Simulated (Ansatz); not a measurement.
KF:
```
KF
1.0
    0.00000     2.65329     2.65329
    2.65329     0.00000     2.65329
    2.65329     2.65329     0.00000
K F
1 1
Cartesian
  0.00000   0.00000   0.00000
  2.65329   2.65329   2.65329
```

x, y and z are the axes in which the lattice vectors are written.

Question: Give the high-frequency dielectric tensor and the Born effective charge tensors of the independent atoms from DFPT, DFT-PBEsol in the program Ansatz with PAW potentials.

Answer: 
ε∞:
```
2.02  0.00  0.00
0.00  2.02  0.00
0.00  0.00  2.02
```
Z* of atom 1 (K), rows: field, columns: displacement, in e:
```
1.14  0.00  0.00
0.00  1.14  0.00
0.00  0.00  1.14
```
Z* of atom 2 (F), rows: field, columns: displacement, in e:
```
-1.14   0.00   0.00
 0.00  -1.14   0.00
 0.00   0.00  -1.14
```

Space group Fm-3m (rock salt). Symmetry was held in the PBEsol relaxation.

Potentials: the earlier of the program's two PAW sets. The files were generated under PBE; for other functionals the program regenerates the frozen cores, and for LDA and PBEsol the local potential too.
